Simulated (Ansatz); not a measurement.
The relaxed structure here is a generated cell of Li: the first start was made by placing the elements on the sites of a structure type, and the end was not matched to a known phase here, so it may be hypothetical. Known forms of Li include space group No. 229.

One stationary structure of Li. Space group Pm-3m (No. 221), simple cubic type. Calculation: r2SCAN (plane waves to 500 eV, PAW, scalar-relativistic; Ansatz, an electronic-structure program).

```xyz
1
Lattice="2.7612 0.0000 0.0000 0.0000 2.7612 0.0000 0.0000 0.0000 2.7612" Properties=species:S:1:pos:R:3 pbc="T T T"
Li     0.0000     0.0000     0.0000
```

| Quantity | Result |
|---|---|
| Volume per atom | 21.05 Å³ |
| Band gap | no gap (metallic) |
| Shortest distances | Li–Li 2.76 Å |
| k-mesh | 17×17×17 |

No spin polarisation in the result.

The run could not lose the symmetry of its start, so the end can be a saddle point.
